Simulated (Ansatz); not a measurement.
## What DFT gives for TiCrC₃

```yaml
crystal:
  lattice:
    - [2.54596, 4.40974, 0.00000]
    - [-2.54596, 4.40974, 0.00000]
    - [-2.54596, 1.46991, 4.46746]
  atoms:
    - { symbol: Cr, position: [0.27616, 0.44768, 0.82848] }
    - { symbol: Cr, position: [0.77616, 0.44768, 0.32848] }
    - { symbol: Ti, position: [0.00000, 0.00000, 0.00000] }
    - { symbol: Ti, position: [0.50000, 0.00000, 0.50000] }
    - { symbol: C, position: [0.12350, 0.15580, 0.19020] }
    - { symbol: C, position: [0.72070, 0.93330, 0.19020] }
    - { symbol: C, position: [0.34600, 0.53050, 0.19020] }
    - { symbol: C, position: [0.22070, 0.15580, 0.69020] }
    - { symbol: C, position: [0.84600, 0.93330, 0.69020] }
    - { symbol: C, position: [0.62350, 0.53050, 0.69020] }
```

Level: r2SCAN, no spin polarisation; 500 eV; 7×7×7 Γ-centred mesh; methfessel-paxton occupations (width 0.0179 eV); Ansatz 0.2.0, fixed geometry.

Stress: The pressure is 17.6 GPa (compression positive), so with the atoms held at these fractions the cell would first expand; the forces are large, so a full relaxation may end otherwise. The principal stresses 15.2, 18.9, 18.9 GPa differ, so its shape would change too.
Contacts: Ti–C at 1.82 Å: least valence density 1.06 e/Å³ and ELF 0.44 there. Cr–C at 2.07 Å: least valence density 0.66 e/Å³ and ELF 0.39 there. These are pseudo-fields; inside the PAW spheres they differ from the all-electron ones.
Forces: The largest is on Ti4 (and as large on other atoms): 4.79 eV/Å, components (0.00, 0.00, -4.79). It makes 118° with the line to a nearest neighbour, C8 at 1.82 Å.
Electronic structure: It is a metal, with about 7.2 states/eV a cell as the mean within 0.25 eV of the Fermi level, mostly Cr d (43 %) and C p (39 %).

Origin: a known structure type with other elements, at an estimated volume, so it need not be a known compound. Caveats: no spin polarisation, so a magnetic state may lie lower; atoms or cell far from equilibrium.
